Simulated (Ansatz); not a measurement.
**Zn₅O₂: zone-centre modes**

Method: DFT PBE, scalar-relativistic, plane waves, PAW (Ansatz). Plane waves to 420 eV; Γ-centred k mesh 12×12×4; Gaussian smearing of 0.10 eV. No spin polarisation. Phonons by linear response, acoustic sum rule imposed.

Equilibrium structure at this level:
```yaml
crystal:
  lattice:
    - [3.13850, 0.00000, 0.00000]
    - [-1.56925, 2.71802, 0.00000]
    - [0.00000, 0.00000, 11.59494]
  atoms:
    - { symbol: Zn, position: [0.33333, 0.66667, 0.48448] }
    - { symbol: Zn, position: [0.00000, 0.00000, 0.24113] }
    - { symbol: Zn, position: [0.66667, 0.33333, 0.00345] }
    - { symbol: Zn, position: [0.66667, 0.33333, 0.66909] }
    - { symbol: Zn, position: [0.33333, 0.66667, 0.84105] }
    - { symbol: O, position: [0.00000, 0.00000, 0.40920] }
    - { symbol: O, position: [0.66667, 0.33333, 0.17160] }
```

The structure comes from a proposed guess, relaxed at this level; another structure or a mixture of phases may lie lower. In a metal, frequencies depend on the k mesh and the smearing, soft modes most.

**Question.** Is this structure stable against zone-centre distortions?

**Answer.** Yes, at Γ: no optical mode is imaginary. Strains and other wave vectors aren't tested by this run.

**Question.** List the optical modes at Γ (i marks imaginary ones).

**Answer.**
```csv
frequency (cm⁻¹),degeneracy
48,2
54,2
75,2
95,2
122,1
148,1
188,1
254,1
352,2
388,2
443,1
567,1
```
